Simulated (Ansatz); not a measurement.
Ansatz input

```yaml
crystal:
  lattice:
    - [0.0, 4.8991917204, 4.8991917204]
    - [4.8991917204, 0.0, 4.8991917204]
    - [4.8991917204, 4.8991917204, 0.0]
  atoms:
    - { symbol: Rb, position: [0.125, 0.125, 0.125] }
    - { symbol: Rb, position: [0.875, 0.875, 0.875] }
hamiltonian:
  xc: lda
  pseudopotentials:
    kind: paw_fr
    azcp:
      Rb: "pseudopotentials/Rb.paw.azcp"
basis:
  ecutwfc: 420
  fft_grid_basis: typed
kpoints:
  mp_grid: { grid: [6, 6, 6], shift: [0, 0, 0] }
magnetization:
  noncollinear: true
  spin_orbit: true
scf:
  occupations: { method: fermi_dirac, width: 0.1 }
```

and its output:

```
Warning: the record states the generating functional pbe (its physics header spells it `PBE`), which answers neither for hamiltonian.xc's functional nor for the lda family's — results may be inconsistent (PPs are generated against a specific XC)
Engine: ansatz 0.2.0, x86_64-unknown-linux-gnu
Pseudopotentials: kind: paw_fr
Pseudopotential: Rb, paw_fr, valence charge 9, recommended cutoff 420 eV (normal) 
Functional definition: SPW92
  exchange = slater_x
  correlation = pw_c
non-collinear run that drives no moment, with spin-orbit: no starting moment large enough to seed its density (crystal.atoms[].spin), no starting occupations that ask for one, no magnetisation constraint and no magnetic field, so the semilocal B_xc is pinned to zero
Crystal: 2 atoms, lattice volume = 235.182 Å³
Basis set: ecut = 420 eV, 4645 PW (Γ)
Bands: 26, of which v1, the nominal top of the filled ones, is band 18 counted from 1 (17 counted from 0)
Symmetry: 48 space group operations + 48 with time reversal
Magnetic group: BNS 227.129 (UNI 1631), of the structure as read, at distance tolerance 6.2e-5 Å
k-points: 16 of 216
Projection manifold: j_resolved (fully-relativistic pseudo-atomic orbitals)
Non-local potential: Rb, projectors of the file, l = 0: 3, l = 1: 4, l = 2: 4
PAW form: soft (Blöchl's): semilocal exchange-correlation on the pseudo side does not see the compensation charge
PAW frozen core: Rb, regenerated for the run's functional, and the local potential with it (the file was generated under x = pbe(κ = 0.804, μ = 0.2195149727645171), c = pbe(β = 0.06672455060314922))
PAW one-centre angular grid: Rb, 110 points (default); XC on 64 Gauss nodes
Initial density: superposition of atomic densities (chi_scale 0.1, normalization cell)
Initial wavefunctions: pseudopotential atomic-orbital guess
Functional: x = slater, c = lda
SCF iter   1: F=—  HF=-6341.983987 eV  |F-HF|=—  |Δ(HF+E_count)|=         —  Δρ=2.83e-3  dr2=3.06e-2  dr2_m=0.00e0 (ungated)  ethr=3.10e-3  |M|=0.00e0 ∫|m|=0.00e0 μB  |m|>n=0.0e0 m-floor=0.0e0 τ_xc=0.0e0  β_m=0.30  ⟨swp⟩=11.9  Hψ=1363  notcnv=0
spin=Noncollinear: Kerker preconditioning applied to the charge; magnetization (m_x, m_y, m_z) channels mix plain (no charge-response kernel on spin).
SCF iter   2: F=—  HF=-6341.977604 eV  |F-HF|=—  |Δ(HF+E_count)|=   6.38e-3  Δρ=2.15e-3  dr2=1.96e-2  dr2_m=0.00e0 (ungated)  ethr=1.70e-4  |M|=0.00e0 ∫|m|=0.00e0 μB  |m|>n=0.0e0 m-floor=0.0e0 τ_xc=0.0e0  β_m=0.61  ⟨swp⟩=1.0  Hψ=272  notcnv=0
SCF iter   3: F=—  HF=-6341.969710 eV  |F-HF|=—  |Δ(HF+E_count)|=   7.89e-3  Δρ=4.15e-4  dr2=8.70e-4  dr2_m=0.00e0 (ungated)  ethr=1.09e-4  |M|=0.00e0 ∫|m|=0.00e0 μB  |m|>n=0.0e0 m-floor=0.0e0 τ_xc=0.0e0  β_m=0.82  ⟨swp⟩=2.6  Hψ=320  notcnv=0
SCF iter   4: F=—  HF=-6341.969643 eV  |F-HF|=—  |Δ(HF+E_count)|=   6.66e-5  Δρ=1.37e-4  dr2=1.19e-4  dr2_m=0.00e0 (ungated)  ethr=4.83e-6  |M|=0.00e0 ∫|m|=0.00e0 μB  |m|>n=0.0e0 m-floor=0.0e0 τ_xc=0.0e0  β_m=0.85  ⟨swp⟩=2.1  Hψ=249  notcnv=0
SCF iter   5: F=—  HF=-6341.969628 eV  |F-HF|=—  |Δ(HF+E_count)|=   1.55e-5  Δρ=5.91e-5  dr2=3.12e-5  dr2_m=0.00e0 (ungated)  ethr=6.59e-7  |M|=0.00e0 ∫|m|=0.00e0 μB  |m|>n=0.0e0 m-floor=0.0e0 τ_xc=0.0e0  β_m=0.93  ⟨swp⟩=2.1  Hψ=357  notcnv=0
SCF iter   6: F=—  HF=-6341.969565 eV  |F-HF|=—  |Δ(HF+E_count)|=   6.28e-5  Δρ=2.49e-5  dr2=5.97e-6  dr2_m=0.00e0 (ungated)  ethr=1.73e-7  |M|=0.00e0 ∫|m|=0.00e0 μB  |m|>n=0.0e0 m-floor=0.0e0 τ_xc=0.0e0  β_m=0.96  ⟨swp⟩=1.0  Hψ=208  notcnv=0
SCF iter   7: F=—  HF=-6341.969567 eV  |F-HF|=—  |Δ(HF+E_count)|=   2.62e-6  Δρ=5.93e-6  dr2=1.37e-7  dr2_m=0.00e0 (ungated)  ethr=3.32e-8  |M|=0.00e0 ∫|m|=0.00e0 μB  |m|>n=0.0e0 m-floor=0.0e0 τ_xc=0.0e0  β_m=0.98  ⟨swp⟩=2.0  Hψ=228  notcnv=0
SCF iter   8: F=-6341.969568 eV  HF=-6341.969568 eV  |F-HF|=2.76e-8  |Δ(HF+E_count)|=   3.07e-7  Δρ=1.40e-6  dr2=9.22e-9  dr2_m=0.00e0 (ungated)  ethr=5.56e-10  |M|=0.00e0 ∫|m|=0.00e0 μB  |m|>n=0.0e0 m-floor=0.0e0 τ_xc=0.0e0  ⟨swp⟩=2.1  Hψ=389  notcnv=0
SCF 1 converged in 8 iterations: F = -6341.969568 eV  dr2 = 9.22e-9
SCF converged after 8 iterations
Magnetization: |M| = 0.0000 μB,  M = (+0.0000, +0.0000, +0.0000) μB
Absolute magnetization: 0.0000 μB (∫|m|)
  site 0: m = (+0.0000, +0.0000, +0.0000) μB, |m| = 0.0000 μB  (R = 1.75 Å)
  site 1: m = (+0.0000, +0.0000, +0.0000) μB, |m| = 0.0000 μB  (R = 1.75 Å)
Free energy (F): -6341.969568 eV
Harris-Foulkes:  -6341.969568 eV  (|F-HF|=2.76e-8)
Internal energy: -6341.920497 eV  (E = F + TS)
E sigma→0 (E₀):  -6341.945033 eV
Entropy (-TS):   -0.049070 eV (-24.535 meV/atom)
Fermi energy:    0.899892 eV
--- Per-component energies (eV) ---
  E_band       = -262.400726
  E_kinetic    = 381.172000
  E_local      = -1620.336616  (includes V_loc(G=0)·N_el)
  E_nonlocal   = 356.565240
  E_hartree    = 483.938683
  E_xc         = -254.204539
  E_vxc        = -267.657342  (∫ρ·V_xc dr)
  E_paw        = -5048.370288  (= ΣΔE_a)
  E_vpaw       = -80.021639  (= ΣTr[D̂ρ^β])
  E_aug_tail   = -0.000003  (compensation charges beyond the density's cutoff)
  E_ewald      = -641.228891
  E_core_change = 0.543917  (= ΣΔE_core)
  E_smearing   = -0.049070  (= −TS)
  E_closure    = -0.000000  (closes the sum)
  Σ components = -6341.969568   (vs F -6341.969568, Δ=0.00e0)
```
